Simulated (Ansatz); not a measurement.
Ansatz (a first-principles code) input:

Ansatz 0.2 input:
```yaml
crystal:
  lattice:
    - [2.8363726761, 0.0, 0.0]
    - [-1.418186338, 2.4563707921, 0.0]
    - [0.0, 0.0, 9.7272298678]
  atoms:
    - { symbol: Be, position: [0.3333333333, 0.6666666667, 0.0782234] }
    - { symbol: Be, position: [0.6666666667, 0.3333333333, 0.9217766] }
    - { symbol: Be, position: [0.6666666667, 0.3333333333, 0.5782234] }
    - { symbol: Be, position: [0.3333333333, 0.6666666667, 0.4217766] }
    - { symbol: Be, position: [0.0, 0.0, 0.25] }
    - { symbol: Be, position: [0.0, 0.0, 0.75] }
    - { symbol: N, position: [0.0, 0.0, 0.0] }
    - { symbol: N, position: [0.0, 0.0, 0.5] }
    - { symbol: N, position: [0.3333333333, 0.6666666667, 0.25] }
    - { symbol: N, position: [0.6666666667, 0.3333333333, 0.75] }
kpoints:
  mp_grid: { grid: [7, 7, 2] }
hamiltonian:
  xc: hse06
  pseudopotentials: { kind: paw }
scf:
  n_extra_bands: 10
  occupations: { method: fixed }
output:
  eigenvalues: true
  eigenstates:
    e_range: [-9.0, 14.0]
    kpoints:
      - [0.0, 0.0, 0.0]  # VBM
      - [0.0, 0.5, 0.0]  # CBM
      - [0.0, 0.0, 0.0]  # GAMMA
      - [0.0, 0.0, 0.5]  # A
      - [0.3333333333, 0.3333333333, 0.0]  # K
      - [0.3333333333, 0.3333333333, 0.5]  # H
      - [0.5, 0.0, 0.0]  # M
      - [0.5, 0.0, 0.5]  # L
```

Output (shortened):

```
Pseudopotential: Be, paw, valence charge 2
Pseudopotential: N, paw, valence charge 5
Functional definition: HSE06
davidson cushion auto → on  (no smearing: the cushion is to keep the highest requested band from converging to the state above it …
Crystal: 10 atoms, lattice volume = 67.771 Å³
Basis set: ecut = 420 eV, 1329 PW (Γ)
Bands: 26, of which v1, the nominal top of the filled ones, is band 16 counted from 1 (15 counted from 0)
Symmetry: 24 space group operations
Space group: P63/mmc (ITA 194), of the structure as read, at distance tolerance 4.1e-5 Å
k-points: 16 of 98
SCF iter   1: F=—  HF=-2102.847032 eV  |F-HF|=—  |Δ(HF+E_count)|=         —  Δρ=1.94e-3  dr2=2.54e-3  ethr=1.77e-3  ⟨swp⟩=8.5  Hψ=2325  notcnv=0
preconditioner: auto → none
SCF iter   2: F=-2102.848112 eV  HF=-2102.848245 eV  |F-HF|=1.33e-4  |Δ(HF+E_count)|=   1.21e-3  Δρ=9.86e-4  dr2=3.40e-4  ethr=7.94e-6  ⟨swp⟩=4.4  Hψ=1391  notcnv=0
SCF 1 stopped early in 2 iterations: F = -2102.848112 eV  dr2 = 3.40e-4
Crystal: 10 atoms, lattice volume = 67.771 Å³
Exchange kernel: α = 0.2500, screened, ω = 0.2079 Å⁻¹, Wigner–Seitz truncation, v(0) = 1044.5791 eV·Å³, q-mesh 7×7×2, nearest image of the exchange supercell L …
Frozen-core exchange: fock
SCF iter   1: F=—  HF=-2103.758201 eV  |F-HF|=—  |Δ(HF+E_count)|=         —  Δρ=6.97e-3  dr2=1.47e-2  ethr=1.06e-5  ⟨swp⟩=7.0  Hψ=2028  notcnv=0
preconditioner: auto → none
SCF iter   2: F=—  HF=-2103.753143 eV  |F-HF|=—  |Δ(HF+E_count)|=   5.06e-3  Δρ=3.16e-3  dr2=4.17e-3  ethr=1.06e-5  ⟨swp⟩=2.6  Hψ=951  notcnv=0
iter 3 solved again at ethr=8.35e-7 eV; its pass at ethr=8.85e-6 eV (dr2=2.67e-4 eV) is discarded
SCF iter   3: F=—  HF=-2103.751940 eV  |F-HF|=—  |Δ(HF+E_count)|=   1.20e-3  Δρ=6.09e-4  dr2=1.01e-3  ethr=8.35e-7  ⟨swp⟩=2.3  Hψ=1899  notcnv=0  defer=2
SCF iter   4: F=—  HF=-2103.760598 eV  |F-HF|=—  |Δ(HF+E_count)|=   8.66e-3  Δρ=5.19e-4  dr2=1.54e-4  ethr=8.35e-7  ⟨swp⟩=4.7  Hψ=1483  notcnv=0
SCF iter   5: F=—  HF=-2103.760563 eV  |F-HF|=—  |Δ(HF+E_count)|=   3.55e-5  Δρ=1.24e-4  dr2=1.82e-5  ethr=4.53e-7  ⟨swp⟩=2.9  Hψ=978  notcnv=0
SCF iter   6: F=—  HF=-2103.760657 eV  |F-HF|=—  |Δ(HF+E_count)|=   9.37e-5  Δρ=1.35e-4  dr2=1.29e-5  ethr=2.11e-8  ⟨swp⟩=4.7  Hψ=1445  notcnv=0  defer=2
SCF iter   7: F=-2103.760653 eV  HF=-2103.760653 eV  |F-HF|=7.69e-8  |Δ(HF+E_count)|=   3.19e-6  Δρ=2.17e-5  dr2=5.54e-7  ethr=2.11e-8  ⟨swp⟩=3.1  Hψ=1172  notcnv=0
SCF 2 stopped early in 7 iterations: F = -2103.760653 eV  dr2 = 5.54e-7
hybrid outer 1: dexx = +9.592e-3 eV, tail = 1.28e-5 eV
Crystal: 10 atoms, lattice volume = 67.771 Å³
Exchange kernel: α = 0.2500, screened, ω = 0.2079 Å⁻¹, Wigner–Seitz truncation, v(0) = 1044.5791 eV·Å³, q-mesh 7×7×2, nearest image of the exchange supercell L …
Frozen-core exchange: fock
SCF iter   1: F=—  HF=-2103.760657 eV  |F-HF|=—  |Δ(HF+E_count)|=         —  Δρ=2.35e-5  dr2=1.34e-7  ethr=2.01e-7  ⟨swp⟩=3.4  Hψ=1084  notcnv=0
preconditioner: auto → none
SCF iter   2: F=-2103.760657 eV  HF=-2103.760657 eV  |F-HF|=1.49e-8  |Δ(HF+E_count)|=   4.68e-8  Δρ=8.71e-6  dr2=3.26e-8  ethr=3.68e-10  ⟨swp⟩=4.8  Hψ=1394  notcnv=0  defer=5
SCF 3 converged in 2 iterations: F = -2103.760657 eV  dr2 = 3.26e-8
hybrid outer 2: dexx = +1.250e-7 eV, tail = 7.81e-8 eV, Δε = 1.34e-3 eV (about 1.12e-4 eV left of the loop's levels)
the search or the solves at the SCF's close seem to have found levels that the self-consistency loop had missed (the run counts 1) …
NSCF: frozen V_eff on 8 k-points
hybrid SCF converged: 2 outer / 9 inner (+2 warm-up), last move |dexx| = 1.25e-7 eV, tail = 7.81e-8 eV
Stability not checked (fock_operator)
Free energy (F): -2103.760658 eV
Frozen-core exchange: fock
Harris-Foulkes:  -2103.760658 eV  (|F-HF|=1.49e-8)
Internal energy: -2103.760658 eV  (E = F + TS)
E sigma→0 (E₀):  -2103.760658 eV
Fermi energy:    7.109909 eV
--- Per-component energies (eV) ---
  E_band       = 12.229245
  E_kinetic    = 667.335816
  E_local      = -812.035175  (includes V_loc(G=0)·N_el)
  E_nonlocal   = 205.469319
  E_hartree    = 261.889726
  E_xc         = -296.347114
  E_vxc        = -352.539962  (∫ρ·V_xc dr)
  E_exx        = -73.140213  (= α·E_x^exact, valence–valence)
  E_paw        = -864.480133  (= ΣΔE_a)
  E_vpaw       = -73.498771  (= ΣTr[D̂ρ^β])
  E_aug_tail   = 0.000396  (compensation charges beyond the density's cutoff)
  E_ewald      = -1192.313290
  E_core_change = -0.139990  (= ΣΔE_core)
  E_smearing   =  0.000000  (= −TS)
  E_closure    =  0.000000  (closes the sum)
  Σ components = -2103.760658   (vs F -2103.760658, Δ=0.00e0)
  [band-id]    e_kinetic+e_local+e_nonlocal+2·e_hartree+e_vxc+2·e_exx+e_vpaw+e_augmentation_tail = 12.230649   (vs E_band 12.229245, Δ=1.40e-3)
--- Band table (eV; the first three rows and the last of 16) ---
  k-point 0: bands = ["-10.8818", "-10.3028", "-9.5849", "-8.5900", "-1.0992", "1.4685", "3.3443", "5.8611", "5.8611", "6.3116", "6.3116", "6.5428", "6.5428", "6.7542", "7.1099", "7.1099", "14.8232", "15.8818", "16.4576", "17.1580", "17.1580", "17.8744", …
  k-point 1: bands = ["-10.6733", "-10.6733", "-9.0190", "-9.0190", "-0.1491", "-0.1491", "5.3290", "5.3290", "6.0100", "6.0100", "6.0100", "6.0100", "6.9017", "6.9017", "6.9017", "6.9017", "15.5429", "15.5429", "16.8074", "16.8074", "17.5019", "17.5019", …
  k-point 2: bands = ["-10.5720", "-10.0045", "-9.3378", "-8.3939", "-0.7164", "1.7734", "3.0584", "4.5136", "4.7718", "5.2348", "5.6768", "5.7827", "6.0906", "6.1254", "6.6041", "6.8180", "15.4979", "16.0281", "16.6087", "17.0099", "17.7212", "18.0243", …
  k-point 15: bands = ["-8.0523", "-8.0523", "-7.6499", "-7.6499", "0.0689", "0.0689", "0.9476", "0.9476", "2.0989", "2.0989", "2.8593", "2.8593", "3.7122", "3.7122", "5.4963", "5.4963", "14.5621", "14.5621", "15.5670", "15.5670", "17.4966", "17.4966", …
```

Cost: around 110 core-seconds (rough) on shared cores.

The points marked VBM and CBM come from a semilocal run.

Space group P6_3/mmc. The workflow started from a Materials Project entry (that database holds measured and hypothetical structures alike); the Crystallography Open Database copy checked does not list it. COD files the formula under space group No. 206. Whether it is the stable phase at ambient conditions was not checked. The r²SCAN relaxation kept the symmetry of its start; its stability against distortions is not shown here.

Potentials: the later of the program's two PAW sets.

Ansatz is a plane-wave DFT program.
